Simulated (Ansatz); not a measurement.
A geometry of Bi$_{2}$Se$_{3}$ away from equilibrium: step 3 of the relaxation of a generated cell, Bi2Se3 placed in the AFLOW prototype A3B2_hP5_164_ad_d (D5_13, as in Al3Ni2). These are PBE (plane waves to 420 eV, PAW, scalar-relativistic; Ansatz, a first-principles code) values and carry that method's errors. Γ-centred k-mesh 5×5×4 on the run's cell (coarser than for final values), Fermi–Dirac smearing 0.05 eV. The plane waves were selected for a different cell earlier on the path.

```xyz
5
Lattice="5.0857 0.0000 0.0000 -2.5428 4.4043 0.0000 0.0000 0.0000 6.2857" Properties=species:S:1:pos:R:3 pbc="T T T"
Se     0.0000     0.0000     0.0000
Se     0.0000     2.9362     4.2731
Se     2.5428     1.4681     2.0126
Bi     0.0000     2.9362     1.3294
Bi     2.5428     1.4681     4.9563
```

Q: Give the Cartesian forces on all atoms (eV/Å).

A: 
```json
[
 {"atom": "Se1", "Fx": "0.00", "Fy": "0.00", "Fz": "0.00"},
 {"atom": "Se2", "Fx": "0.00", "Fy": "0.00", "Fz": "-0.13"},
 {"atom": "Se3", "Fx": "0.00", "Fy": "0.00", "Fz": "0.13"},
 {"atom": "Bi4", "Fx": "0.00", "Fy": "0.00", "Fz": "0.33"},
 {"atom": "Bi5", "Fx": "0.00", "Fy": "0.00", "Fz": "-0.33"}
]
```

The path ends in P-3m1 (No. 164). No spin polarisation in the result.

The run could not lose the symmetry of its start, so the end can be a saddle point.

The end of the path is a generated cell of Bi2Se3: the first start was made by placing the elements on the sites of a structure type, and the end was not matched to a known phase here, so it may be hypothetical. Known forms of Bi2Se3 include space group No. 166.
